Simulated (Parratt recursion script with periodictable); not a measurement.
Neutron reflectivity of single films on SrTiO3: where the minima fall

Model: specular neutron reflectivity, Parratt recursion, Névot-Croce roughness, natural isotopes, no magnetic scattering. Program: Parratt recursion script with periodictable 1.7.1.

Neutron wavelength 5.5 Å. Q is scanned from 0.004 to 0.25 Å⁻¹ in 600 evenly spaced points, and the curve is smoothed with a Gaussian of 0.001 Å⁻¹ full width. A minimum is a scan point below both neighbours, placed by a parabola through ln R at the three points.

Each run is one film on SrTiO3 (density 5.086 g/cm³, ρ = 3.516 × 10⁻⁶ Å⁻², rms roughness 2.1 Å) under vacuum. The film surface has an rms roughness of 7 Å in all runs. ρ and ρ″ are the real and imaginary parts of the scattering length density. The table lists all minima between 0.02 and 0.1 Å⁻¹.

```
run  film  thickness d (Å)  density (g/cm³)  ρ (10⁻⁶ Å⁻²)  ρ″ (10⁻⁶ Å⁻²)                                       minima at Q (Å⁻¹)
---  ----  ---------------  ---------------  ------------  -------------  ------------------------------------------------------
A      Ag              400            8.808         2.912       0.008656                  0.0276, 0.0419, 0.0569, 0.0722, 0.0876
B      Ag              400            7.254             ?              ?                                                       ?
C      Ag              500            8.808         2.912       0.008656  0.0231, 0.0343, 0.0461, 0.0582, 0.0705, 0.0828, 0.0952
```

Densities are inputs, not measurements. They were set from computed cells of the Materials Project: Ag from entry mp-124 (Fm-3m, 10.363 g/cm³, taken at 70 and 85 %); SrTiO3 from entry mp-5229 (Pm-3m, 5.086 g/cm³). A layer's crystal structure does not enter its constants, only its composition and density.

Q: How many minima does run B have between 0.02 and 0.1 Å⁻¹, and where? Estimate its ρ first.

A: Inside a film the fringe order is m = (d/2π)(Q² − 16πρ)^½, with the film's own ρ. Where the film's ρ lies between zero and the substrate's, its two faces reflect with the same sign, and minima are expected at half-integer m.

- Run A, ρ between zero and the substrate's: the minima give m = 1.58, 2.55, 3.54, 4.53, 5.52.
- Run C, ρ between zero and the substrate's: the minima give m = 1.57, 2.55, 3.54, 4.53, 5.53, 6.52, 7.51.

At fixed composition ρ is proportional to density: 2.912 × 7.254/8.808 = 2.398, in the table's units (the run used 2.398). In run B the film's ρ lies between zero and the substrate's, so take half-integer m. The window runs from m = 1.06 to 6.33 and holds m = 1.5, 2.5, 3.5, 4.5, 5.5. Then Q² = 16πρ + (2πm/d)² gives Q = 0.0260, 0.0408, 0.0561, 0.0715, 0.0871 Å⁻¹.

The run has 5 minima, at 0.0262, 0.0409, 0.0562, 0.0716, 0.0872 Å⁻¹. The largest distance from one of them to an estimated minimum is 0.0002 Å⁻¹, against a mean spacing of 0.0153 Å⁻¹.
